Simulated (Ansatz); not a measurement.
Theory: DFT PBE, scalar-relativistic, plane waves, PAW (Ansatz 0.2.0). All cells share a 420 eV cutoff and Γ-centred k meshes spaced at most about 0.3 Å⁻¹ (about 0.25 or finer for metals, 2π included). No spin polarisation in the final relaxations.

All energies are static (0 K, no zero-point motion). All come from trial cells, and lower structures may exist.

Question: Order these relaxed structures of ScTa₃F by energy, lowest first, with the energy over the lowest of them.
1.

```
CELL_PARAMETERS angstrom
2.90090 -3.56244 0.00000
2.90090 3.56244 0.00000
0.00000 0.00000 4.64532
ATOMIC_POSITIONS crystal
Sc 0.50000 0.50000 0.00000
Ta 0.79970 0.20030 0.50000
Ta 0.20030 0.79970 0.50000
Ta 0.00000 0.00000 0.00000
F 0.50000 0.50000 0.50000
```

2.

```
CELL_PARAMETERS angstrom
4.05333 0.00000 0.00000
0.00000 4.05333 0.00000
0.00000 0.00000 5.61267
ATOMIC_POSITIONS crystal
Sc 0.00000 0.00000 0.03627
Ta 0.00000 0.50000 0.46406
Ta 0.50000 0.00000 0.46406
Ta 0.50000 0.50000 0.10500
F 0.50000 0.50000 0.70321
```

3.

```
CELL_PARAMETERS angstrom
4.41501 0.00000 0.00000
0.00000 4.41501 0.00000
0.00000 0.00000 4.41501
ATOMIC_POSITIONS crystal
Sc 0.00000 0.00000 0.00000
Ta 0.50000 0.50000 0.00000
Ta 0.50000 0.00000 0.50000
Ta 0.00000 0.50000 0.50000
F 0.50000 0.50000 0.50000
```

4.

```
CELL_PARAMETERS angstrom
3.34571 0.00000 0.00000
0.00000 3.34571 0.00000
0.00000 0.00000 7.56377
ATOMIC_POSITIONS crystal
Sc 0.00000 0.00000 0.50000
Ta 0.50000 0.50000 0.19581
Ta 0.50000 0.50000 0.80419
Ta 0.00000 0.00000 0.00000
F 0.50000 0.50000 0.50000
```

Answer: 4 (0 meV/atom), 2 (539 meV/atom), 3 (684 meV/atom), 1 (732 meV/atom). Forms: 4 P4/mmm; 2 P4mm; 3 antiperovskite type, Pm-3m; 1 Cmmm. Counting Sc or Ta atoms around F (for each partner element, those within 1.25 times its shortest distance or 1.15 times the sum of covalent radii, where it is the nearest in units of that sum or under 1.3): cell 4 has F 6; cell 2 has F 5; cell 3 has F 6; cell 1 has F 4.

Spin–orbit coupling, which can matter for Ta, is left out. Cells relaxed within their symmetry can be saddle points. Some candidate types were left out of the draw beforehand, so a known form may be missing.
